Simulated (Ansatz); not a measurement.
Input deck for Ansatz 0.2.0, then the block of the output on the nuclei.

The cell is an entry of the Crystallography Open Database (COD) (the cell was measured well above room temperature), ions relaxed with PBE at fixed cell.

```yaml
crystal:
  lattice:
    - [4.996, 0.0, 0.0]
    - [0.0, 4.996, 0.0]
    - [0.0, 0.0, 7.016]
  atoms:
    - { symbol: Si, position: [0.3019817275, 0.3019817275, 0.0] }
    - { symbol: Si, position: [0.1980182725, 0.8019817275, 0.25] }
    - { symbol: Si, position: [0.6980182725, 0.6980182725, 0.5] }
    - { symbol: Si, position: [0.8019817275, 0.1980182725, 0.75] }
    - { symbol: O, position: [0.2380254823, 0.1100316042, 0.1815211947] }
    - { symbol: O, position: [0.3899683958, 0.7380254823, 0.4315211947] }
    - { symbol: O, position: [0.7619745177, 0.8899683958, 0.6815211947] }
    - { symbol: O, position: [0.6100316042, 0.2619745177, 0.9315211947] }
    - { symbol: O, position: [0.7380254823, 0.3899683958, 0.5684788053] }
    - { symbol: O, position: [0.8899683958, 0.7619745177, 0.3184788053] }
    - { symbol: O, position: [0.2619745177, 0.6100316042, 0.0684788053] }
    - { symbol: O, position: [0.1100316042, 0.2380254823, 0.8184788053] }
kpoints:
  mp_grid: { grid: [3, 3, 2] }
scf:
  occupations: { method: fermi_dirac, width: 0.02 }
hamiltonian:
  xc: hse06
  pseudopotentials: { kind: paw, frozen_core: stored }
output:
  forces: true
  stress: true
  populations: true
  efg: { quadrupole_moments_barn: { O: -0.02558 } }
  write_density: true
  write_potential: true
  elf: true
  volumetric_format: npy
```

```sh
ansatz run input.yaml --threads 1 --pin off --max-ram 3072MiB --backend cpu --events-out ev --progress --plain --runs-dir out
```

Of the output, the block on the nuclei alone is shown; the set-up, the SCF iterations, energies, forces and stress are cut. One atom of each set with nearly equal values is shown.

```
--- PAW observables at the nuclei: V_zz in 10²¹ V/m², potentials from the cell's mean, atoms counted from 1 ---
  atom   1  Si V_zz =    -0.392950   η = 0.6226   by run symmetry: allowed
            electrostatic potential = -1352.800057 V   contact ρ = none
  atom   5  O  V_zz =   +10.093104   η = 0.1683   by run symmetry: allowed   C_q = -6.2428 MHz
            electrostatic potential = -617.636889 V   contact ρ = none
```

Hardware: 1 thread of Intel Xeon Platinum 8259CL CPU @ 2.50GHz (Skylake/Cascade Lake) (x86_64; 16 cores open to the job, memory cap 3.0 GiB, no GPU), a shared host with a load of 0.3 a core. Wall time 62 s, CPU time 62 s, peak memory 1.3 GiB.

At this cell the principal stresses reach 5 GPa in size with HSE06, which can matter for small gradients. The largest force is 0.4 eV/Å, so the atoms aren't at the calculated equilibrium and relaxing them would move these values.
